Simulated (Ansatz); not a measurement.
VN:
```xyz
4
Lattice="2.7174 0.0000 0.0000 -1.3587 2.3533 0.0000 0.0000 0.0000 5.2603" Properties=species:S:1:pos:R:3 pbc="T T T"
V      0.0000     0.0000     0.0000
V      0.0000     0.0000     2.6302
N      1.3587     0.7844     3.9453
N      0.0000     1.5689     1.3151
```

Relaxed with PBEsol. Special points in fractions of this cell's reciprocal vectors: Γ (0.000, 0.000, 0.000); M (0.500, 0.000, 0.000); K (0.333, 0.333, 0.000); A (0.000, 0.000, 0.500); L (0.500, 0.000, 0.500); H (0.333, 0.333, 0.500).

Problem. List the band energies nearest the Fermi level at these points for the program Ansatz at the PBEsol level (PAW).

Solution. In eV from the Fermi level; about four levels below and three above (degenerate sets whole), none deeper than 8.9 eV; points with the same levels are listed once.

```tsv
k	below	above
Γ	-0.42 -0.42 -0.06 -0.06	1.81 1.81 2.33
M	-4.11 -2.81 -2.16 -1.14	1.32 2.14 2.38
K	-6.50 -5.46 -5.46 -3.69	0.18 0.18 0.93 0.93
A	-3.33 -3.33 -3.33 -3.33	0.12 0.12 0.44 0.44 0.44 0.44
L	-3.88 -3.88 -1.51 -1.51	2.26 2.26 2.51 2.51
H	-5.17 -5.17 -0.35 -0.35	1.84 1.84 2.32 2.32
```

Space group P6_3/mmc (NiAs type). The first step of the workflow began from a Materials Project structure, measured or hypothetical; the Crystallography Open Database copy checked does not list it. It is not the phase usual at ambient conditions (space group No. 225). The PBEsol relaxation kept the symmetry of its start; whether a distortion lowers the energy is not shown. No spin polarisation was allowed.

Potentials: the later of the program's two PAW sets.
